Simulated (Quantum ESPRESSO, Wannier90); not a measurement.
## Wannierisation of Ir (fcc (Cu type))

```
Ir
1.0
    0.00000     1.92697     1.92697
    1.92697     0.00000     1.92697
    1.92697     1.92697     0.00000
Ir
1
Cartesian
  0.00000   0.00000   0.00000
```

Materials Project entry mp-101; symmetrised, unrelaxed at this level. This is the element's usual structure. Level: PBEsol, no spin polarisation, no spin-orbit coupling; pw.x of Quantum ESPRESSO at 55 Ry with PseudoDojo potentials, 12×12×12 k-points, Wannier90. Density: 18×18×18 mesh, cold smearing 0.01 Ry. Spin-orbit coupling is left out although heavy elements are present.

Valence charges of the files: Ir 17. 21 bands were computed.

Isolated groups of bands, relative to the Fermi level (bands from 5 on overlap up to the last one computed):

| bands | from (eV) | to (eV) | filling | weight on atomic waves |
|---|---|---|---|---|
| 1 | -93.05 | -92.97 | filled | Ir 5s 98 % |
| 2–4 | -50.19 | -49.43 | filled | Ir 5p 99 % |

Wanted is a model with the orbitals Ir s p d, without the filled groups that are mainly made of other shells (semicore states, and anion s where it isn't named); all higher bands stay in for disentanglement.

Problem. Give num_wann, exclude_bands and num_bands, and the number of electrons that the model holds.

Solution. Electrons: 1×17 = 17, or 8.5 bands' worth; no gap over 0.05 eV opens at the Fermi level at this level of theory.
num_wann = 1×9 = 9.
exclude_bands = 1-4, 4 bands, so num_bands = 21 − 4 = 17.
The model holds 17 − 2×4 = 9 electrons. With the window frozen to 1.50 eV it follows pw.x to 2.1 meV rms (states up to 1.0 eV relative to the Fermi level).
